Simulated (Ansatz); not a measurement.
TiTe2:
```xyz
3
Lattice="3.7929 0.0000 0.0000 -1.8964 3.2847 0.0000 0.0000 0.0000 6.6468" Properties=species:S:1:pos:R:3 pbc="T T T"
Ti     0.0000     0.0000     0.0000
Te     0.0000     2.1898     1.6916
Te     1.8964     1.0949     4.9553
```

Relaxed with r²SCAN+D4. Special points in fractions of this cell's reciprocal vectors: Γ (0.000, 0.000, 0.000); M (0.500, 0.000, 0.000); K (0.333, 0.333, 0.000); A (0.000, 0.000, 0.500); L (0.500, 0.000, 0.500); H (0.333, 0.333, 0.500).

Task: List the band energies nearest the Fermi level at these points for r²SCAN+D4 (plane waves, PAW; program Ansatz).

Result: In eV from the Fermi level; about four levels below and three above (degenerate sets whole), none deeper than 8.9 eV; points with the same levels are listed once.

```json
[
 {"k": "Γ", "below": "-5.35 -2.00 -2.00", "above": "0.17 0.34 0.34"},
 {"k": "M", "below": "-2.81 -2.60 -2.10 -1.31", "above": "0.03 1.13 1.51"},
 {"k": "K", "below": "-3.90 -3.90 -2.68 -2.54 -2.54", "above": "1.02 1.40 1.40"},
 {"k": "A", "below": "-3.66 -2.66 -1.95 -1.95", "above": "0.34 0.34 0.64 0.64"},
 {"k": "L", "below": "-2.30 -1.32 -0.93 -0.22", "above": "1.12 1.49 2.68"},
 {"k": "H", "below": "-4.03 -3.33 -2.02 -2.02", "above": "1.02 1.06 1.06"}
]
```

Space group P-3m1 (CdI2 type). Symmetry was held in the r²SCAN+D4 relaxation; of distortions, only those at the zone centre were tested. No spin polarisation was allowed. Scalar-relativistic: spin–orbit coupling is off unless named, which matters more the heavier the elements.

Potentials: the later of the program's two PAW sets.
